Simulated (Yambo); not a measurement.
Yambo run on CdBr₂ (space group R-3m, No. 166). The wavefunctions come from this Quantum ESPRESSO step (LDA, PseudoDojo standard norm-conserving files, scalar-relativistic):

```
&CONTROL
  calculation = 'nscf'
  pseudo_dir = './pseudo'
  outdir = './out'
/
&SYSTEM
  ibrav = 0
  nat = 3
  ntyp = 2
  ecutwfc = 102.0
  ecutrho = 408.0
  occupations = 'fixed'
  force_symmorphic = .true.
  nbnd = 132
/
&ELECTRONS
  conv_thr = 3.0000000000000004e-09
  diago_full_acc = .true.
  diago_thr_init = 1e-08
/
ATOMIC_SPECIES
Br 79.9040 Br.upf
Cd 112.4140 Cd.upf
CELL_PARAMETERS angstrom
  2.011115139000   1.161117867000   6.490510000000
 -2.011115139000   1.161117867000   6.490510000000
  0.000000000000  -2.322235733000   6.490510000000
ATOMIC_POSITIONS crystal
Br   0.746910000000   0.746910000000   0.746910000000
Br   0.253090000000   0.253090000000   0.253090000000
Cd   0.000000000000   0.000000000000   0.000000000000
K_POINTS automatic
4 4 4 0 0 0
```

Yambo input:

```
rim_cut
gw0
dyson
el_el_corr
HF_and_locXC
ppa
em1d
RandQpts= 1000000
RandGvec= 1 Ry
EXXRLvcs= 102 Ry
VXCRLvcs= 408 Ry
Chimod= "HARTREE"
% BndsRnXp
 5 | 131 |
%
NGsBlkXp= 7 Ry
% LongDrXp
 1.0 | 1.0 | 1.0 |
%
PPAPntXp= 27.2114 eV
% GbndRnge
 1 | 131 |
%
GTermKind= "BG"
DysSolver= "n"
ExtendOut
% QPkrange
 1 | 1 | 17 | 18 |
 13 | 13 | 17 | 18 |
%
```

k points by index: 1 = Γ, 13 = Z.

Table of the .qp output:

```
#    K-point    Band    Eo [eV]    E [eV]    E-Eo [eV]    Vxc [eV]    Vnlxc [eV]    Sc|Eo [eV]    Sc|E [eV]    dSc/dw|Eo [eV]    Re(Z)    Im(Z)
#
    1    17    -0.086082    -1.169880    -1.083798    -14.23062    -17.81804    2.235299    2.503619    -6.736073    0.801571    -0.001392
    1    18    2.547162    3.366777    0.819615    -11.03224    -6.997343    -3.052436    -3.215279    -5.405870    0.834262    -0.001119
    13    17    0.000000    -1.074618    -1.074618    -14.30194    -17.85112    2.209094    2.474557    -6.721292    0.801920    -0.001381
    13    18    3.707049    4.617470    0.910421    -12.59940    -8.322926    -3.171388    -3.366051    -5.817664    0.823861    -0.001156
```
(The two width columns are left out.) Convergence of these settings isn't established.

Spin-orbit coupling is not included.

Geometry of the Materials Project entry, not relaxed at this level.

The distance between layers or molecules is the database entry's, not relaxed here. Functionals without dispersion can leave it too large, which widens gaps and weakens the response across layers: the numbers belong to this cell.
